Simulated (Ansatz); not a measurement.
**Zone-centre phonons of ScSiPd: input and output**

The calculation used DFT PBEsol, scalar-relativistic, plane waves, PAW in Ansatz 0.2.0.

Launched with:
```bash
ansatz run input.yaml --threads 4 --pin off --max-ram 12288MiB --backend cpu --events-out ev --progress --plain --runs-dir out
```

Input (bare energies are in eV):
```yaml
crystal:
  lattice:
    - [6.5150116184, 0.0, 0.0]
    - [0.0, 3.9625827281, 0.0]
    - [0.0, 0.0, 7.4797629193]
  atoms:
    - { symbol: Sc, position: [0.0199905177, 0.25, 0.6837479277] }
    - { symbol: Sc, position: [0.5199905177, 0.25, 0.8162520723] }
    - { symbol: Sc, position: [0.9800094823, 0.75, 0.3162520723] }
    - { symbol: Sc, position: [0.4800094823, 0.75, 0.1837479277] }
    - { symbol: Si, position: [0.2735121254, 0.25, 0.3818110919] }
    - { symbol: Si, position: [0.7735121254, 0.25, 0.1181889081] }
    - { symbol: Si, position: [0.7264878746, 0.75, 0.6181889081] }
    - { symbol: Si, position: [0.2264878746, 0.75, 0.8818110919] }
    - { symbol: Pd, position: [0.1548024059, 0.25, 0.0652049432] }
    - { symbol: Pd, position: [0.6548024059, 0.25, 0.4347950568] }
    - { symbol: Pd, position: [0.8451975941, 0.75, 0.9347950568] }
    - { symbol: Pd, position: [0.3451975941, 0.75, 0.5652049432] }
basis:
  ecutwfc: 420
kpoints:
  mp_grid: { grid: [6, 10, 6] }
hamiltonian:
  xc: pbesol
scf:
  occupations: { method: fermi_dirac, width: 0.15 }
output:
  eigenvalues: true
phonons:
  method: dfpt
```

The end of the output:
```
--- Phonons (Γ-DFPT): 9 representative perturbations + reference, on 120 of 360 k-points (Σ response iterations 33) ---
  k mesh reduced under 2 symmetry operations, with k and −k counted as one. Each operation leaves every solved displacement unchanged or reverses it
  ASR residual: 1.881e-3 → 0.000e0 eV/Å²; symmetrization residual: 1.065e-5 eV/Å²
  ASR residual per site (eV/Å²): 1.88e-3 1.88e-3 1.88e-3 1.88e-3 1.84e-5 1.84e-5 1.84e-5 1.84e-5 5.97e-4 5.97e-4 5.97e-4 5.97e-4
  Γ frequencies (cm⁻¹): 0.00 0.00 0.00 97.31 106.37 117.31 120.00 120.65 120.67 122.89 135.64 138.44 168.14 174.10 177.70 179.13 186.98 187.59 194.09 196.38 196.98 202.85 230.26 239.84 281.06 294.43 295.46 311.99 314.72 316.62 326.49 327.99 ...
  non-analytic LO–TO correction: not included (Born effective charges unavailable; polar crystals: no LO–TO splitting at Γ)
```

Time: 13 min on 4 threads of Intel(R) Xeon(R) Platinum 8259CL CPU @ 2.50GHz (Skylake/Cascade Lake), on a shared host, peak memory 5.6 GiB.

In a metal, frequencies and elastic constants depend on the k mesh and the smearing, soft modes and shear constants most.